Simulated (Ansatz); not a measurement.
Ag (A15 (β-W type), space group No. 223) at seven volumes, DFT-PBE in the program Ansatz with PAW potentials, scaled uniformly. One row is withheld.

```csv
V (Å³/atom),P (GPa)
16.776,10.43
17.329,6.23
17.882,2.80
18.435,-0.01
18.988,-2.30
19.541,?
20.094,-5.68
```

Fit the shown pressures and predict the withheld one.

Third-order Birch–Murnaghan: P = (3/2)B₀(x^(7/2) − x^(5/2))[1 + (3/4)(B′ − 4)(x − 1)] with x = (V₀/V)^(2/3). Least squares on the six rows gives V₀ = 18.433 Å³/atom, B₀ = 84.46 GPa, B′ = 5.76. At V = 19.541, x = 0.9618 and P = -4.17 GPa. The run itself gave -4.16 GPa.

Space group Pm-3n (A15 (β-W type)). The start of the workflow was typed in or built on a structure type; neither database checked (COD, Materials Project) lists it. It is not the phase usual at ambient conditions (space group No. 225). The PBE relaxation kept the symmetry of its start; its stability against distortions is not shown here. The run is not spin-polarised.

Potentials: the later of the program's two PAW sets.
